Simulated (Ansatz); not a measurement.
input.yaml

```yaml
crystal:
  lattice:
    - [5.8226178725, 0.0, 0.0]
    - [0.0, 7.619238308, 0.0]
    - [0.0, 0.0, 24.5835573007]
  atoms:
    - { symbol: Si, position: [0.375, 0.5290403536, 0.3909604283] }
    - { symbol: Si, position: [0.875, 0.5290403536, 0.3909604283] }
    - { symbol: "N", position: [0.125, 0.0, 0.4105302533] }
    - { symbol: "N", position: [0.625, 0.0, 0.4105302533] }
    - { symbol: "N", position: [0.125, 0.6350876233, 0.411439943] }
    - { symbol: "N", position: [0.625, 0.6350876233, 0.411439943] }
    - { symbol: "N", position: [0.375, 0.3200857035, 0.4194612052] }
    - { symbol: "N", position: [0.875, 0.3200857035, 0.4194612052] }
    - { symbol: Si, position: [0.125, 0.2098373768, 0.4376855149] }
    - { symbol: Si, position: [0.625, 0.2098373768, 0.4376855149] }
    - { symbol: Si, position: [0.125, 0.8192029767, 0.4532749134] }
    - { symbol: Si, position: [0.625, 0.8192029767, 0.4532749134] }
    - { symbol: "N", position: [0.375, 0.8150019198, 0.4919787378] }
    - { symbol: "N", position: [0.875, 0.8150019198, 0.4919787378] }
    - { symbol: "N", position: [0.125, 0.1849980802, 0.5080212622] }
    - { symbol: "N", position: [0.625, 0.1849980802, 0.5080212622] }
    - { symbol: Si, position: [0.375, 0.1807970233, 0.5467250866] }
    - { symbol: Si, position: [0.875, 0.1807970233, 0.5467250866] }
    - { symbol: Si, position: [0.375, 0.7901626232, 0.5623144851] }
    - { symbol: Si, position: [0.875, 0.7901626232, 0.5623144851] }
    - { symbol: "N", position: [0.125, 0.6799142965, 0.5805387948] }
    - { symbol: "N", position: [0.625, 0.6799142965, 0.5805387948] }
    - { symbol: "N", position: [0.375, 0.3649123767, 0.588560057] }
    - { symbol: "N", position: [0.875, 0.3649123767, 0.588560057] }
    - { symbol: "N", position: [0.375, 0.0, 0.5894697467] }
    - { symbol: "N", position: [0.875, 0.0, 0.5894697467] }
    - { symbol: Si, position: [0.125, 0.4709596464, 0.6090395717] }
    - { symbol: Si, position: [0.625, 0.4709596464, 0.6090395717] }
    - { symbol: F, position: [0.375, 0.5018114958, 0.3254207641] }
    - { symbol: F, position: [0.875, 0.5018114958, 0.3254207641] }
    - { symbol: H, position: [0.125, 0.9825681674, 0.368571958] }
    - { symbol: H, position: [0.625, 0.9825681674, 0.368571958] }
    - { symbol: H, position: [0.375, 0.0174318326, 0.631428042] }
    - { symbol: H, position: [0.875, 0.0174318326, 0.631428042] }
    - { symbol: F, position: [0.125, 0.4981885042, 0.6745792359] }
    - { symbol: F, position: [0.625, 0.4981885042, 0.6745792359] }
basis:
  ecutwfc: 420
kpoints:
  mp_grid: { grid: [3, 2, 1] }
hamiltonian:
  xc: pbe
  dispersion: d3bj
scf:
  occupations: { method: gaussian, width: 0.05 }
output:
  forces: true
  eigenvalues: true
  write_density: true
  write_potential: true
  elf: true
  volumetric_format: npy
relax:
  adjacent_minimum: "off"
  f_tol: 0.03
  max_steps: 70
  constraints: [{ sites: [0, 1, 2, 3, 4, 5, 6, 7, 8, 9, 10, 11, 12, 13] }]
efield:
  axis: 3
  dipole_correction: true
  ramp_width: 0.04
```

Command:
```bash
ansatz run input.yaml --threads 4 --pin off --max-ram 10240MiB --backend cpu --events-out ev --progress --plain --runs-dir out
```

Theory: DFT PBE+D3(BJ), scalar-relativistic, plane waves, PAW in Ansatz.

From the run's log, abridged:

```
Pseudopotentials: kind: paw
Pseudopotential: Si, paw, valence charge 4, recommended cutoff 420 eV (normal)
Pseudopotential: N, paw, valence charge 5, recommended cutoff 420 eV (normal)
Pseudopotential: F, paw, valence charge 7, recommended cutoff 420 eV (normal)
Pseudopotential: H, paw, valence charge 1, recommended cutoff 420 eV (normal)
Functional definition: PBE
Crystal: 36 atoms, lattice volume = 1090.623 Å³
Basis set: ecut = 420 eV, 21305 PW (Γ), exchange–correlation on 80×108×360 points (8 copies of the dense FFT grid, shifted against one another)
Bands: 116, of which v1, the nominal top of the filled ones, is band 80 counted from 1 (79 counted from 0)
Symmetry: 4 space group operations
k-points: 4 of 6
Initial density: superposition of atomic densities (neutral atoms: chi_scale 0, normalization atom), corrected by the library's trained network
Initial wavefunctions: pseudopotential atomic-orbital guess
Functional: x = pbe(κ = 0.804, μ = 0.21951497), c = pbe(β = 0.06672455)
SCF iter   1: F=—  HF=-17109.313819 eV  |F-HF|=—  |Δ(HF+E_count)|=         —  Δρ=3.12e-3  dr2=2.58e-1  ethr=1.77e-3  p=0.000 e·Å  D=5.29e-14 V/Å  ΔV_dip= 0.00 eV  dr2_dipole=3.00e-9  V_vac-E_F(+/−)=3.51/3.51 eV  ⟨swp⟩=8.5  Hψ=2720  notcnv=0  defer=23
efield: sawtooth ramp at fractional position 0.9800 (placed from the atoms, in the widest stretch of the axis that holds none; the zero of the levels goes with the place), width 0.0400; the density the first Hamiltonian is built on has a dipole p = 0.000 e·Å; the dipole correction subtracts the counter field D = 5.29e-14 V/Å, which shifts the + side's vacuum level by  0.00 eV against the − side's; the planar-averaged density in the ramp window peaks in size at 3.9e-6 e/Å³
SCF iter   2: F=—  HF=-17109.256429 eV  |F-HF|=—  |Δ(HF+E_count)|=   5.74e-2  Δρ=2.03e-3  dr2=2.78e-2  ethr=1.62e-4  p= 0.000 e·Å  D=-9.52e-6 V/Å  ΔV_dip=0.00 eV  dr2_dipole=3.12e-9  V_vac-E_F(+/−)=3.73/3.73 eV  ⟨swp⟩=3.0  Hψ=801  notcnv=0  defer=113
SCF iter   3: F=—  HF=-17109.251603 eV  |F-HF|=—  |Δ(HF+E_count)|=   4.83e-3  Δρ=6.08e-4  dr2=4.76e-3  ethr=1.74e-5  p= 0.000 e·Å  D=-1.54e-6 V/Å  ΔV_dip=0.00 eV  dr2_dipole=1.08e-11  V_vac-E_F(+/−)=3.81/3.81 eV  ⟨swp⟩=2.0  Hψ=688  notcnv=0  defer=113
SCF iter   4: F=—  HF=-17109.252174 eV  |F-HF|=—  |Δ(HF+E_count)|=   5.71e-4  Δρ=2.75e-4  dr2=1.13e-3  ethr=2.98e-6  p=0.000 e·Å  D=2.27e-7 V/Å  ΔV_dip= 0.00 eV  dr2_dipole=5.43e-13  V_vac-E_F(+/−)=3.85/3.85 eV  ⟨swp⟩=2.0  Hψ=568  notcnv=0  defer=113
SCF iter   5: F=—  HF=-17109.252418 eV  |F-HF|=—  |Δ(HF+E_count)|=   2.44e-4  Δρ=7.71e-5  dr2=7.43e-5  ethr=7.03e-7  p=0.000 e·Å  D=3.95e-7 V/Å  ΔV_dip= 0.00 eV  dr2_dipole=5.21e-12  V_vac-E_F(+/−)=3.89/3.89 eV  ⟨swp⟩=2.0  Hψ=601  notcnv=0  defer=113
SCF iter   6: F=-17109.252489 eV  HF=-17109.252490 eV  |F-HF|=6.26e-7  |Δ(HF+E_count)|=   7.21e-5  Δρ=2.37e-5  dr2=5.32e-6  ethr=1.41e-8  p= 0.000 e·Å  D=-2.06e-7 V/Å  ΔV_dip=0.00 eV  dr2_dipole=7.04e-12  V_vac-E_F(+/−)=3.91/3.91 eV  ⟨swp⟩=27.5  Hψ=6257  notcnv=0
SCF 1 converged in 6 iterations: F = -17109.252489 eV  dr2 = 5.32e-6
relax step   1: F+E_penalty+E_count = -17109.25248940 eV  Δ(F+E_penalty+E_count) = +0.000e0 eV  max|allowed force component| = 1.066e0 eV/Å  Δτ_max = 0.0000 Å  (6 SCF iters, dr2 threshold 2.25e-5 eV, accepted)
Initial density: handed on by an earlier stage of this run
Initial wavefunctions: those handed on with the density
SCF iter   1: F=—  HF=-17109.446337 eV  |F-HF|=—  |Δ(HF+E_count)|=         —  Δρ=3.94e-3  dr2=1.06e-1  ethr=6.54e-5  p= 0.000 e·Å  D=-2.37e-7 V/Å  ΔV_dip=0.00 eV  dr2_dipole=3.77e-6  V_vac-E_F(+/−)=3.92/3.92 eV  ⟨swp⟩=2.0  Hψ=1679  notcnv=0  defer=114
efield: sawtooth ramp at fractional position 0.9800 (handed on by an earlier solve), width 0.0400; the density the first Hamiltonian is built on has a dipole p =  0.000 e·Å; the dipole correction subtracts the counter field D = -2.37e-7 V/Å, which shifts the + side's vacuum level by +0.00 eV against the − side's; the planar-averaged density in the ramp window peaks in size at 8.6e-7 e/Å³
SCF iter   2: F=—  HF=-17109.420050 eV  |F-HF|=—  |Δ(HF+E_count)|=   2.63e-2  Δρ=1.82e-3  dr2=1.77e-2  ethr=6.54e-5  p=-0.004 e·Å  D=-7.09e-4 V/Å  ΔV_dip=0.02 eV  dr2_dipole=1.50e-6  V_vac-E_F(+/−)=3.90/3.88 eV  ⟨swp⟩=2.0  Hψ=623  notcnv=0  defer=114
SCF iter   3: F=—  HF=-17109.418074 eV  |F-HF|=—  |Δ(HF+E_count)|=   1.98e-3  Δρ=6.98e-4  dr2=3.73e-3  ethr=1.11e-5  p=-0.007 e·Å  D=-1.21e-3 V/Å  ΔV_dip=0.03 eV  dr2_dipole=9.39e-6  V_vac-E_F(+/−)=3.93/3.90 eV  ⟨swp⟩=2.0  Hψ=679  notcnv=0  defer=114
SCF iter   4: F=—  HF=-17109.417433 eV  |F-HF|=—  |Δ(HF+E_count)|=   6.42e-4  Δρ=1.67e-4  dr2=1.39e-4  ethr=2.33e-6  p=-0.011 e·Å  D=-1.75e-3 V/Å  ΔV_dip=0.04 eV  dr2_dipole=1.30e-8  V_vac-E_F(+/−)=3.93/3.89 eV  ⟨swp⟩=2.0  Hψ=705  notcnv=0  defer=114
SCF iter   5: F=-17109.417456 eV  HF=-17109.417470 eV  |F-HF|=1.33e-5  |Δ(HF+E_count)|=   3.68e-5  Δρ=5.30e-5  dr2=2.22e-5  ethr=4.44e-8  p=-0.011 e·Å  D=-1.80e-3 V/Å  ΔV_dip=0.04 eV  dr2_dipole=1.15e-7  V_vac-E_F(+/−)=3.93/3.89 eV  ⟨swp⟩=25.5  Hψ=5636  notcnv=0
SCF 2 converged in 5 iterations: F = -17109.417456 eV  dr2 = 2.22e-5
relax step   2: F+E_penalty+E_count = -17109.41745624 eV  Δ(F+E_penalty+E_count) = -1.650e-1 eV  max|allowed force component| = 4.493e-1 eV/Å  Δτ_max = 0.0583 Å  (5 SCF iters, dr2 threshold 7.10e-5 eV, accepted)
SCF iter   1: F=—  HF=-17109.486727 eV  |F-HF|=—  |Δ(HF+E_count)|=         —  Δρ=2.90e-3  dr2=6.57e-2  ethr=3.48e-4  p=-0.011 e·Å  D=-1.80e-3 V/Å  ΔV_dip=0.04 eV  dr2_dipole=8.23e-5  V_vac-E_F(+/−)=3.93/3.89 eV  ⟨swp⟩=4.0  Hψ=1017  notcnv=0  defer=120
efield: sawtooth ramp at fractional position 0.9800 (handed on by an earlier solve), width 0.0400; the density the first Hamiltonian is built on has a dipole p = -0.011 e·Å; the dipole correction subtracts the counter field D = -1.80e-3 V/Å, which shifts the + side's vacuum level by +0.04 eV against the − side's; the planar-averaged density in the ramp window peaks in size at 1.1e-6 e/Å³
SCF iter   2: F=—  HF=-17109.466943 eV  |F-HF|=—  |Δ(HF+E_count)|=   1.98e-2  Δρ=1.30e-3  dr2=1.01e-2  ethr=4.11e-5  p=-0.022 e·Å  D=-3.68e-3 V/Å  ΔV_dip=0.09 eV  dr2_dipole=6.25e-7  V_vac-E_F(+/−)=3.94/3.85 eV  ⟨swp⟩=2.0  Hψ=727  notcnv=0  defer=120
   ...
efield: sawtooth ramp at fractional position 0.9800 (handed on by an earlier solve), width 0.0400; the density the first Hamiltonian is built on has a dipole p = -0.032 e·Å; the dipole correction subtracts the counter field D = -5.23e-3 V/Å, which shifts the + side's vacuum level by +0.13 eV against the − side's; the planar-averaged density in the ramp window peaks in size at 1.1e-6 e/Å³
SCF iter   2: F=—  HF=-17109.466440 eV  |F-HF|=—  |Δ(HF+E_count)|=   4.65e-4  Δρ=2.00e-4  dr2=2.71e-4  ethr=9.58e-7  p=-0.030 e·Å  D=-5.01e-3 V/Å  ΔV_dip=0.12 eV  dr2_dipole=8.68e-10  V_vac-E_F(+/−)=3.97/3.84 eV  ⟨swp⟩=2.5  Hψ=741  notcnv=0  defer=113
SCF iter   3: F=—  HF=-17109.466372 eV  |F-HF|=—  |Δ(HF+E_count)|=   6.84e-5  Δρ=4.72e-5  dr2=1.56e-5  ethr=1.70e-7  p=-0.030 e·Å  D=-5.05e-3 V/Å  ΔV_dip=0.12 eV  dr2_dipole=9.77e-8  V_vac-E_F(+/−)=3.96/3.84 eV  ⟨swp⟩=2.0  Hψ=616  notcnv=0  defer=113
SCF iter   4: F=—  HF=-17109.466311 eV  |F-HF|=—  |Δ(HF+E_count)|=   6.11e-5  Δρ=1.75e-5  dr2=2.19e-6  ethr=9.73e-9  p=-0.030 e·Å  D=-5.00e-3 V/Å  ΔV_dip=0.12 eV  dr2_dipole=9.62e-10  V_vac-E_F(+/−)=3.96/3.84 eV  ⟨swp⟩=2.0  Hψ=664  notcnv=0  defer=113
SCF iter   5: F=—  HF=-17109.466311 eV  |F-HF|=—  |Δ(HF+E_count)|=   7.74e-8  Δρ=4.42e-6  dr2=1.57e-7  ethr=1.37e-9  p=-0.030 e·Å  D=-4.99e-3 V/Å  ΔV_dip=0.12 eV  dr2_dipole=6.96e-9  V_vac-E_F(+/−)=3.96/3.84 eV  ⟨swp⟩=2.0  Hψ=631  notcnv=0  defer=113
SCF iter   6: F=-17109.466311 eV  HF=-17109.466311 eV  |F-HF|=2.43e-9  |Δ(HF+E_count)|=   2.00e-8  Δρ=1.34e-6  dr2=1.32e-8  ethr=6.25e-11  p=-0.030 e·Å  D=-5.00e-3 V/Å  ΔV_dip=0.12 eV  dr2_dipole=1.09e-10  V_vac-E_F(+/−)=3.96/3.84 eV  ⟨swp⟩=19.5  Hψ=4192  notcnv=0
SCF 5 converged in 6 iterations: F = -17109.466311 eV  dr2 = 1.32e-8
relax step   5: F+E_penalty+E_count = -17109.46631071 eV  Δ(F+E_penalty+E_count) = -5.606e-4 eV  max|allowed force component| = 8.646e-3 eV/Å  Δτ_max = 0.0071 Å  (6 SCF iters, accepted)
WARN: The output density's exchange-correlation potential varies sharply where the density is thin. Do not read a vacuum level from v_tot or v_xc, or from such a field of the output density. On a cell that repeats whose density bears no net charge and no dipole along the vacuum's axis use v_es (v_loc + v_h of the components); under efield.dipole_correction with no amplitude use v_es + v_field, which holds any external_charges[].barrier, or the levels of the report's work_function block, which leave it out; under a non-zero efield.amplitude the vacuum is tilted and has no level; on a cell that repeats and bears such a dipole with no correction it is tilted too, and efield.dipole_correction wi ...
SCF converged after 6 iterations
Free energy (F): -17109.466311 eV
Harris-Foulkes:  -17109.466311 eV  (|F-HF|=2.43e-9)
Internal energy: -17109.466311 eV  (E = F + TS)
E sigma→0 (E₀):  -17109.466311 eV
Fermi energy:    0.429655 eV
Dipole field:    D = -0.004997 V/Å  (p = -0.030117 e·Å, saw-weighted, corrected)
Work function:   Φ+ = 3.9639 eV   Φ− = 3.8411 eV
Levels:          The Fermi level and band energies are counted from a zero that moves with the ramp; work functions are not
--- Per-component energies (eV) ---
  E_band       = -1543.672339
  E_kinetic    = 3580.367923
  E_local      = -97828.929279  (includes V_loc(G=0)·N_el)
  E_nonlocal   = 1318.094815
  E_hartree    = 47137.660192
  E_xc         = -2003.728274
  E_vxc        = -2272.068948  (∫ρ·V_xc dr)
  E_paw        = -9006.305820  (= ΣΔE_a)
  E_vpaw       = -616.463129  (= ΣTr[D̂ρ^β])
  E_aug_tail   = 0.004740  (compensation charges beyond the density's cutoff)
  E_efield     = 0.000075  (sawtooth field / dipole correction)
  E_vefield    = -0.001867  (∫n·V_field dr)
  E_ewald      = 39698.845806
  E_disp       = -5.476489  (pairwise vdW)
  E_smearing   =  0.000000  (= −TS)
--- Forces (eV/Å), atoms counted from 1 ---
  atom   1  Si     0.00000000     0.00945125     0.89055493
  atom   2  Si     0.00000000     0.00945125     0.89055493
  atom   3  N      0.00000000     0.10125813     0.90232980
  atom   4  N      0.00000000     0.10125813     0.90232980
  atom   5  N      0.00000000    -0.39093193    -0.63036986
  atom   6  N      0.00000000    -0.39093193    -0.63036986
  atom   7  N      0.00000000     0.45652555    -0.45728305
  atom   8  N      0.00000000     0.45652555    -0.45728305
  atom   9  Si     0.00000000    -0.36777294    -0.40990915
  atom  10  Si     0.00000000    -0.36777294    -0.40990915
  atom  11  Si     0.00000000     0.40627294    -0.54285160
  atom  12  Si     0.00000000     0.40627294    -0.54285160
  atom  13  N      0.00000000    -0.21203563     0.23997433
  atom  14  N      0.00000000    -0.21203563     0.23997433
  atom  15  N      0.00000000     0.00107974     0.00048366
  atom  16  N      0.00000000     0.00107974     0.00048366
  atom  17  Si     0.00000000    -0.00108019    -0.00403636
  atom  18  Si     0.00000000    -0.00108019    -0.00403636
  atom  19  Si     0.00000000     0.00400424     0.00065518
  atom  20  Si     0.00000000     0.00400424     0.00065518
  atom  21  N      0.00000000    -0.00366366    -0.00405512
  atom  22  N      0.00000000    -0.00366366    -0.00405512
  atom  23  N      0.00000000     0.00268160     0.00864648
  atom  24  N      0.00000000     0.00268160     0.00864648
  atom  25  N      0.00000000    -0.00358121     0.00689367
  atom  26  N      0.00000000    -0.00358121     0.00689367
  atom  27  Si     0.00000000    -0.00667596    -0.00143791
  atom  28  Si     0.00000000    -0.00667596    -0.00143791
  atom  29  F      0.00000000    -0.00039430     0.00023829
  atom  30  F      0.00000000    -0.00039430     0.00023829
  atom  31  H      0.00000000     0.00085739     0.00148560
  atom  32  H      0.00000000     0.00085739     0.00148560
  atom  33  H      0.00000000    -0.00079782    -0.00131418
  atom  34  H      0.00000000    -0.00079782    -0.00131418
  atom  35  F      0.00000000     0.00490277    -0.00005244
  atom  36  F      0.00000000     0.00490277    -0.00005244
--- Band table (eV) ---
  k-point 0: bands = ["-26.0320", "-25.8572", "-25.8061", "-25.6275", "-19.6264", "-18.9442", "-18.6120", "-17.8628", "-17.5692", "-17.5580", "-17.4516", "-17.4079", "-16.9123", "-16.8797", "-16.8399", "-16.8335", "-16.7838", "-16.4919", "-16.4865", "-16.3992", "-10.9951", "-10.9646", "-10.9530", "-10.8477", "-10.8016", "-10.1764", "-9.9655", "-9.9633", "-9.9201", "-9.1249", "-8.8553", "-8.5470", "-8.5273", "-8.5175", "-7.9190", "-7.9057", "-7.8841", "-7.8712", "-7.7795", "-7.7130", "-7.3164", "-7.2878", "-7.0901", "-6.9759", "-6.8529", "-6.8299", "-6.5772", "-6.4961", "-6.4682", "-6.4596", "-6.3313", "-6.3245", "-6.0165", "-5.9656", "-5.9523", "-5.9058", "-5.8437", "-5.8383", "-5.7909", "-5 ...
  k-point 1: bands = ["-26.0320", "-25.8572", "-25.8061", "-25.6275", "-19.3670", "-19.1646", "-18.7149", "-18.3275", "-17.5257", "-17.3840", "-17.3553", "-16.9849", "-16.9377", "-16.8659", "-16.8549", "-16.7918", "-16.7792", "-16.6265", "-16.4850", "-16.3971", "-11.4077", "-10.9072", "-10.8748", "-10.5665", "-10.5395", "-10.3286", "-10.2278", "-10.2247", "-10.1709", "-8.8391", "-8.7288", "-8.6537", "-8.6532", "-8.5025", "-8.0017", "-7.9479", "-7.8733", "-7.8027", "-7.5949", "-7.5348", "-7.2302", "-7.1586", "-6.9786", "-6.8472", "-6.8401", "-6.8351", "-6.7847", "-6.7619", "-6.5757", "-6.5069", "-6.4081", "-6.3184", "-6.1198", "-6.0149", "-5.9892", "-5.9231", "-5.6803", "-5.5906", "-5.5611",  ...
  k-point 2: bands = ["-25.9890", "-25.9016", "-25.7622", "-25.6729", "-19.3106", "-18.6575", "-18.4515", "-18.3156", "-17.9128", "-17.6322", "-17.5499", "-17.3259", "-17.2711", "-17.1060", "-16.8899", "-16.8450", "-16.7165", "-16.4967", "-16.4027", "-16.3767", "-10.7293", "-10.6308", "-10.4171", "-10.2978", "-10.1260", "-9.8763", "-9.8623", "-9.7333", "-9.0972", "-9.0853", "-8.9504", "-8.7966", "-8.6423", "-8.1414", "-7.9973", "-7.9476", "-7.8921", "-7.8467", "-7.7697", "-7.5360", "-7.3900", "-7.2787", "-7.2256", "-7.1111", "-7.0689", "-7.0152", "-7.0081", "-6.9047", "-6.9031", "-6.7979", "-6.6318", "-6.5171", "-6.4824", "-6.3933", "-6.1872", "-6.0601", "-5.9334", "-5.7847", "-5.7638", "-5. ...
  k-point 3: bands = ["-25.9890", "-25.9016", "-25.7622", "-25.6729", "-19.0644", "-18.8499", "-18.4228", "-18.2641", "-18.0923", "-17.9905", "-17.6513", "-17.5500", "-17.1693", "-16.7456", "-16.7346", "-16.6500", "-16.5346", "-16.5219", "-16.4699", "-16.3831", "-11.1271", "-10.6452", "-10.5854", "-10.3271", "-10.2420", "-10.1204", "-9.7198", "-9.4910", "-9.1579", "-8.8286", "-8.8200", "-8.6503", "-8.6422", "-8.3852", "-8.2031", "-7.9150", "-7.8751", "-7.7992", "-7.7815", "-7.5662", "-7.5644", "-7.4500", "-7.3377", "-7.3262", "-7.1032", "-6.9604", "-6.8581", "-6.7601", "-6.5901", "-6.5251", "-6.3593", "-6.3494", "-6.2361", "-6.1935", "-6.1608", "-6.0469", "-5.9796", "-5.8248", "-5.7823", "-5 ...
--- Relaxed structure (5 steps of the walk, 5 accepted, 0 SCFs on fresh bases) ---
  F+E_penalty+E_count = -17109.46631071 eV   max|allowed force component| = 8.646e-3 eV/Å
  atoms:
    - { symbol: Si, position: [0.375, 0.5290403536, 0.3909604283] }
    - { symbol: Si, position: [0.875, 0.5290403536, 0.3909604283] }
    - { symbol: N, position: [0.125, 0.0, 0.4105302533] }
    - { symbol: N, position: [0.625, 0.0, 0.4105302533] }
    - { symbol: N, position: [0.125, 0.6350876233, 0.41143994] }
    - { symbol: N, position: [0.625, 0.6350876233, 0.41143994] }
    - { symbol: N, position: [0.375, 0.3200857035, 0.41946120] }
    - { symbol: N, position: [0.875, 0.3200857035, 0.41946120] }
    - { symbol: Si, position: [0.125, 0.20983737, 0.43768551] }
    - { symbol: Si, position: [0.625, 0.20983737, 0.43768551] }
    - { symbol: Si, position: [0.125, 0.8192029767, 0.45327491] }
    - { symbol: Si, position: [0.625, 0.8192029767, 0.45327491] }
    - { symbol: N, position: [0.375, 0.81500191, 0.4919787378] }
    - { symbol: N, position: [0.875, 0.81500191, 0.4919787378] }
    - { symbol: N, position: [0.125, 0.18540140, 0.50786919] }
    - { symbol: N, position: [0.625, 0.18540140, 0.50786919] }
    - { symbol: Si, position: [0.375, 0.17637303, 0.54680932] }
    - { symbol: Si, position: [0.875, 0.17637303, 0.54680932] }
    - { symbol: Si, position: [0.375, 0.78458092, 0.56226117] }
    - { symbol: Si, position: [0.875, 0.78458092, 0.56226117] }
    - { symbol: N, position: [0.125, 0.67336923, 0.58094998] }
    - { symbol: N, position: [0.625, 0.67336923, 0.58094998] }
    - { symbol: N, position: [0.375, 0.35754241, 0.59037296] }
    - { symbol: N, position: [0.875, 0.35754241, 0.59037296] }
    - { symbol: N, position: [0.375, -0.00617302, 0.58753478] }
    - { symbol: N, position: [0.875, -0.00617302, 0.58753478] }
    - { symbol: Si, position: [0.125, 0.46491674, 0.60836370] }
    - { symbol: Si, position: [0.625, 0.46491674, 0.60836370] }
    - { symbol: F, position: [0.375, 0.51075296, 0.32607471] }
    - { symbol: F, position: [0.875, 0.51075296, 0.32607471] }
    - { symbol: H, position: [0.125, 0.98130822, 0.36971573] }
    - { symbol: H, position: [0.625, 0.98130822, 0.36971573] }
    - { symbol: H, position: [0.375, 0.01320254, 0.62839587] }
    - { symbol: H, position: [0.875, 0.01320254, 0.62839587] }
    - { symbol: F, position: [0.125, 0.48610498, 0.67329276] }
    - { symbol: F, position: [0.625, 0.48610498, 0.67329276] }
```

The relaxation met its thresholds.

It took 110 s on 4 threads of AMD EPYC 7R43 64-Core Processor (Zen 3) (shared host), peak memory 2.2 GiB.